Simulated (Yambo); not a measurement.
Yambo run on TiO₂ (space group P2_1/c, No. 14). The wavefunctions are PBEsol (Quantum ESPRESSO, PseudoDojo norm-conserving, 84 Ry, without SOC) ones on a 4×2×2 mesh (48 occupied bands); a = 4.813 Å, b = 4.872 Å, c = 5.041 Å, α = γ = 90.00°, β = 99.86°.

Yambo input:

```
rim_cut
gw0
dyson
el_el_corr
HF_and_locXC
cohsex
em1s
RandQpts= 1000000
RandGvec= 1 Ry
EXXRLvcs= 84 Ry
VXCRLvcs= 336 Ry
Chimod= "HARTREE"
% BndsRnXs
 5 | 242 |
%
NGsBlkXs= 8 Ry
% LongDrXs
 1.0 | 1.0 | 1.0 |
%
ExtendOut
% QPkrange
 1 | 1 | 48 | 48 |
 9 | 9 | 48 | 49 |
%
```

k points by index: 1 = Γ, 9 = (-0.5, 0, 0).

Table of the .qp output:

```
#    K-point    Band    Eo [eV]    E [eV]    E-Eo [eV]    Vxc [eV]    Vnlxc [eV]    Sc|Eo [eV]    Re(Z)    Im(Z)
#
    1    48    0.000000    -1.964590    -1.964590    -19.99788    -24.80001    2.837543    1.000000    0.000000
    9    48    -0.061121    -2.032242    -1.971121    -19.95747    -24.83814    2.909554    1.000000    0.000000
    9    49    2.284541    2.134833    -0.149708    -19.68796    -12.05237    -7.785301    1.000000    0.000000
```
(The two width columns are left out.) Convergence of these settings isn't established.

Geometry of the Materials Project entry, not relaxed at this level.

This is not the ordinary phase of the substance.
